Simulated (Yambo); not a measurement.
**SrMg$_{2}$FeH$_{8}$: lowest vertical excitons**

```
SrMg2FeH8
1.0
    4.46933     0.00000     0.00000
   -2.23466     3.87055     0.00000
    0.00000     0.00000     6.51781
H Mg Fe Sr
8 2 1 1
Direct
  0.32178   0.16089   0.14353
  0.67822   0.83911   0.85647
  0.83911   0.16089   0.14353
  0.16089   0.83911   0.85647
  0.83911   0.67822   0.14353
  0.16089   0.32178   0.85647
  0.66667   0.33333   0.58566
  0.33333   0.66667   0.41434
  0.66667   0.33333   0.87706
  0.33333   0.66667   0.12294
  0.00000   0.00000   0.00000
  0.00000   0.00000   0.50000
```

The geometry is that of Materials Project entry mp-643004, symmetrised and not relaxed again.

BSE in Yambo on LDA (pw.x of Quantum ESPRESSO, ONCV potentials, no spin-orbit coupling) bands: 6×6×4 mesh, 8 valence and 7 conduction bands, static screening with 67 bands and a 3 Ry block, scissor 1.12 eV, Tamm-Dancoff; field along x.

```tsv
state	energy (eV)	states within 2 meV	relative strength	class	main transitions
1	2.02	2	< 0.01	dark	VB → CB (76 %)
2	2.13	1	< 0.01	dark	VB−1 → CB (77 %)
3	2.38	1	< 0.01	dark	VB → CB (94 %)
4	2.43	2	< 0.01	dark	VB−1 → CB (75 %)
5	2.53	2	< 0.01	dark	VB → CB (84 %)
6	2.59	1	< 0.01	dark	VB−1 → CB (93 %)
7	2.61	1	< 0.01	dark	VB → CB (85 %)
8	2.66	2	< 0.01	dark	VB−1 → CB (72 %)
9	2.69	2	1.00	weak	VB → CB (99 %)
10	2.70	1	< 0.01	dark	VB → CB (100 %)
```

These are vertical excitations (zero momentum); the indirect quasiparticle gap, about 2.57 eV, is smaller than the direct one (3.20 eV on the GW mesh). The direct quasiparticle gap on this mesh is 2.74 eV; counted from there, state 1 is bound by 0.73 eV. On a 3×3×2 mesh the same difference is 1.15 eV, so it isn't converged.

Spin singlets only. Strengths are relative to the strongest of the lowest states of this run; strong means a line over 3 % of the spectrum's maximum, dark under 0.03 %. Absolute energies carry the error of the G0W0 scissor, whose convergence isn't established; the long-wavelength screening was taken along (1,1,1) although the crystal is anisotropic.

The structure is a Materials Project entry; no match was found in the copy of COD used, and its stability was not checked.

The runs are not spin-polarised; magnetic order was not tried.
